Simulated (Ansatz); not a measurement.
## What relativity does to Al$_{2}$Pt

```yaml
crystal:
  lattice:
    - [0.00000, 2.97353, 2.97353]
    - [2.97353, 0.00000, 2.97353]
    - [2.97353, 2.97353, 0.00000]
  atoms:
    - { symbol: Al, position: [0.25000, 0.25000, 0.25000] }
    - { symbol: Al, position: [0.75000, 0.75000, 0.75000] }
    - { symbol: Pt, position: [0.00000, 0.00000, 0.00000] }
```

The cell comes from a relaxation on PAW files under the same functional, begun from a database entry that needn't be the ground state.

All-electron LAPW in Ansatz 0.2.0 under PBE, with a Γ-centred 11×11×11 k mesh, Fermi–Dirac smearing of 0.05 eV, no spin polarisation. The basis error target is 0.5 meV/atom. The same cell is solved at each level of relativity (Schrödinger's equation, the scalar-relativistic one, Dirac's), and each level may then relax the cell.

The elements are taken as Al fcc, Pt fcc, each relaxed on PAW files under the same functional and computed by the same method as the compound; zero-point and thermal terms are left out. Formation energies keep the scalar-relativistic cells of compound and elements, so at the other levels neither side is at rest.

```tsv
level	P at the cell (GPa)	gap (eV)	ΔE(formation) at the fixed cells (eV/atom)	relaxed V (Å³/atom)
scalar-relativistic	-0.02	0.00	-0.881	17.53
non-relativistic	?	0.00	-0.528	19.11
with spin–orbit coupling	-0.54	0.00	-0.871	–
```

**Question.** Give the missing entry: row "non-relativistic", column "P at the cell (GPa)".

**Answer.** 10.58.

**Question.** Does scalar relativity shrink or swell this crystal?

**Answer.** It shrinks it by 8.3 % in volume against the non-relativistic cell.

**Question.** How do the Löwdin populations move when relativity is switched off?

**Answer.** Al 3p 2.08 → 2.13, Pt 6s 0.79 → 0.61, Pt 5d 9.05 → 9.20 electrons an atom. The projections hold only the shells that the free atoms fill, so charge of other character is partly counted to these shells and partly left out.
